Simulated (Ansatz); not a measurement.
GaP (rock salt, Fm-3m), the program Ansatz at the PBE level (PAW), all energies at zero smearing, with the estimated change up to a 700 eV cutoff added, with one set of potentials and settings (totals compare only within such a set). Cell of 2 atoms (1 Ga, 1 P): -4538.750 eV.

| element | reference phase | E (eV/atom) |
|---|---|---|
| Ga | Cmce, 4 atoms in the cell | -3783.0259 |
| P | Cmce, 4 atoms in the cell | -755.6733 |

Formation energy per atom, worked out: (-4538.750 − 1×(-3783.0259) − 1×(-755.6733))/2 = -0.025 eV/atom (-2 kJ per mol of atoms), at 0 K, without zero-point energy or fitted corrections.

The start of the workflow was typed in or built on a structure type; neither database checked (COD, Materials Project) lists it. It is not the phase usual at ambient conditions (space group No. 216). Symmetry was held in the PBE relaxation; whether a distortion lowers the energy is not shown. The references are the lowest solids computed at this level, not always the standard phases. Scalar-relativistic: spin–orbit coupling is off unless named, which matters more the heavier the elements.

Potentials: the earlier of the program's two PAW sets.
